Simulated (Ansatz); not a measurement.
### Question
Each is relaxed and computed with DFT-PBEsol in the program Ansatz with PAW potentials. Which is the only metal?
A. SiC3, P-4m2 (C on 1a, C on 2g, Si on 1c)
B. MnSi, P2_13 (Mn on 4a, Si on 4a)
C. Si3N4, I-43d (N on 16c, Si on 12b)
D. SiGe, wurtzite

### Answer
B, MnSi, P2_13 (Mn on 4a, Si on 4a). MnSi: metal; Si3N4: gap 3.95 eV (indirect); SiC3: gap 1.15 eV (indirect); SiGe: gap 0.35 eV (indirect). Spin orders computed, not proven ground states: MnSi, P2_13 (Mn on 4a, Si on 4a) ferromagnetic. Typed or built starts, not in the databases checked: SiC3, P-4m2 (C on 1a, C on 2g, Si on 1c). Not the usual ambient phase: Si3N4, I-43d (N on 16c, Si on 12b). Standing as an ambient phase not checked: SiGe, wurtzite. All cells were relaxed under the symmetry of their starts (and spin orders); stability against distortions was not tested throughout. Spin–orbit coupling is left out wherever it is not named.

Potentials: the earlier of the program's two PAW sets. The files were generated under PBE; for other functionals the program regenerates the frozen cores, and for LDA and PBEsol the local potential too.
